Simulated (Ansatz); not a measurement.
Consider the following.

NiGePd:
```yaml
crystal:
  lattice:
    - [3.61062, 0.00000, 0.00000]
    - [0.00000, 3.61062, 0.00000]
    - [0.00000, 0.00000, 6.21939]
  atoms:
    - { symbol: Ni, position: [0.50000, 0.50000, 0.00000] }
    - { symbol: Ni, position: [0.00000, 0.00000, 0.00000] }
    - { symbol: Ge, position: [0.50000, 0.00000, 0.24405] }
    - { symbol: Ge, position: [0.00000, 0.50000, 0.75595] }
    - { symbol: Pd, position: [0.50000, 0.00000, 0.63987] }
    - { symbol: Pd, position: [0.00000, 0.50000, 0.36013] }
```

This is the r²SCAN-relaxed structure.

Task: All from r²SCAN (plane waves, PAW; program Ansatz), unless another level is named. Give the electronic character.

Result: metallic (no gap).

Task: Predict the density of states at the Fermi level.

Result: 0.15 states/eV per atom (mean over ±0.08 eV).

Task: Next, the formation energy from the elements (no fitted shifts)?

Result: -439 meV/atom.

Space group P4/nmm. The workflow started from a Materials Project entry (that database holds measured and hypothetical structures alike); the Crystallography Open Database copy checked does not list it. Whether it is the stable phase at ambient conditions was not checked. Symmetry was held in the r²SCAN relaxation; its stability against distortions is not shown here. No spin polarisation was allowed. The references are the lowest solids computed at this level, not always the standard phases. Scalar-relativistic: spin–orbit coupling is off unless named, which matters more the heavier the elements.

Potentials: the earlier of the program's two PAW sets.
